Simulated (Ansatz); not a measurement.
The calculation used Ansatz 0.2.0, DFT PBEsol+D3(BJ), scalar-relativistic, plane waves, PAW.

Structure of WS₂:

```
CELL_PARAMETERS angstrom
3.11459 0.00000 0.00000
-1.55730 2.69732 0.00000
0.00000 0.00000 11.77707
ATOMIC_POSITIONS crystal
W 0.33333 0.66667 0.74986
W 0.66667 0.33333 0.25014
S 0.33333 0.66667 0.11664
S 0.66667 0.33333 0.61636
S 0.33333 0.66667 0.38364
S 0.66667 0.33333 0.88336
```

Settings: cutoff 420 eV, Γ-centred mesh 12×12×4 on the computed 6-atom cell, Gaussian smearing of 0.02 eV; no spin polarisation.

Levels along Γ–M–K–Γ–A–L–H–A | L–M | H–K, in eV from a zero inside the gap, sorted by energy at each point. Points in fractions of the primitive reciprocal vectors: Γ (0.000 0.000 0.000), M (0.500 0.000 0.000), K (0.333 0.333 0.000), A (0.000 0.000 0.500), L (0.500 0.000 0.500), H (0.333 0.333 0.500).
```tsv
point	k (1/Å, with 2π)	band 23	band 24	band 25	band 26	band 27	band 28	band 29
Γ	0.000	-2.61	-1.93	-1.59	-0.33	1.88	1.88	1.89
-	0.582	-2.98	-2.27	-2.26	-2.04	0.82	1.33	1.72
M	1.165	-2.48	-2.34	-2.10	-2.04	1.97	2.04	2.09
-	1.501	-3.60	-3.01	-1.83	-1.41	1.56	1.72	1.91
K	1.837	-3.33	-3.33	-1.34	-0.99	0.94	0.94	1.18
-	2.510	-2.54	-2.33	-2.08	-2.04	0.33	1.47	1.61
Γ	3.182	-2.61	-1.93	-1.59	-0.33	1.88	1.88	1.89
-	3.315	-2.63	-2.62	-1.08	-0.40	1.86	1.86	1.88
A	3.449	-2.66	-2.66	-0.64	-0.64	1.86	1.86	1.87
-	4.031	-2.91	-2.91	-2.08	-2.08	1.33	1.33	1.50
L	4.614	-2.29	-2.29	-2.16	-2.16	2.00	2.00	2.40
-	4.950	-3.46	-3.45	-1.59	-1.59	1.64	1.65	2.30
H	5.286	-3.69	-3.69	-1.20	-1.20	0.94	0.94	1.94
-	5.958	-2.55	-2.55	-2.05	-2.05	0.84	0.84	1.82
A	6.631	-2.66	-2.66	-0.64	-0.64	1.86	1.86	1.87
L	6.631	-2.29	-2.29	-2.16	-2.16	2.00	2.00	2.40
-	6.764	-2.42	-2.27	-2.16	-2.07	1.98	2.03	2.19
M	6.898	-2.48	-2.34	-2.10	-2.04	1.97	2.04	2.09
H	6.898	-3.69	-3.69	-1.20	-1.20	0.94	0.94	1.94
-	7.031	-3.47	-3.47	-1.30	-1.06	0.94	0.94	1.39
K	7.164	-3.33	-3.33	-1.34	-0.99	0.94	0.94	1.18
```

Spin-orbit coupling is left out, which matters for the bands of heavy elements.

Cost: 1 run of about 1 core-minutes, on Intel Xeon 6975P-C (Granite Rapids) (shared hosts).